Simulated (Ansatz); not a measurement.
The elements of this relaxed trial crystal are hidden behind letters.

```
lattice vectors (Å)
   4.0307    0.0000    0.0000
  -2.0153    3.4907    0.0000
   0.0000    0.0000   19.7672
fractional positions
X 0.0000 0.0000 0.5000
Z 0.3333 0.6667 0.1686
Z 0.6667 0.3333 0.3370
Z 0.3333 0.6667 0.6630
Z 0.6667 0.3333 0.8314
Z 0.0000 0.0000 0.0000
Q 0.3333 0.6667 0.4220
Q 0.6667 0.3333 0.5780
Q 0.0000 0.0000 0.7470
Q 0.3333 0.6667 0.9157
Q 0.6667 0.3333 0.0843
Q 0.0000 0.0000 0.2530
```

Level of theory: DFT PBE, scalar-relativistic, plane waves, PAW (Ansatz). The final run on the 12-atom cell used 420 eV, a Γ-centred 12×12×2 mesh, 0.10 eV smearing and no spin polarisation.

| Property | Result |
| --- | --- |
| Space group | P-3m1 (No. 164) |
| Conventional cell | a = 4.031 Å, c = 19.767 Å |
| Volume per atom | 23.18 Å³ |
| Density | 6.33 g/cm³ |
| Energy over the elements | −0.60 eV/atom |
| Gap on the 12×12×2 mesh of the 12-atom cell | 0 eV (the bands overlap slightly) |

Energies are uncorrected and count from the elements' standard states at the same level.

Q: X is an s-block element of period 3, Z is a d-block element of period 5 and Q is a p-block element of period 4. Which elements are they?

A: X = Mg, Z = Cd, Q = Se, so the formula is MgCd5Se6. Density times volume gives a mean mass of 6.33 × 23.18/1.6605 = 88.4 u per atom, and this set has 88.4 u. Mg has 6 Se at 2.79 Å; Cd on a site of symmetry 3m has 6 Se at 2.86 Å; around Se on its first site lie 3 Mg at 2.79 Å and 3 Cd at 2.87 Å; 4 more sites not described. Other sets within the hints have nearly the same mass, so mass alone doesn't settle it; this one was computed.

The zero gap may come from the functional, which often closes small gaps. A structure relaxed within its symmetry needn't be a true minimum.
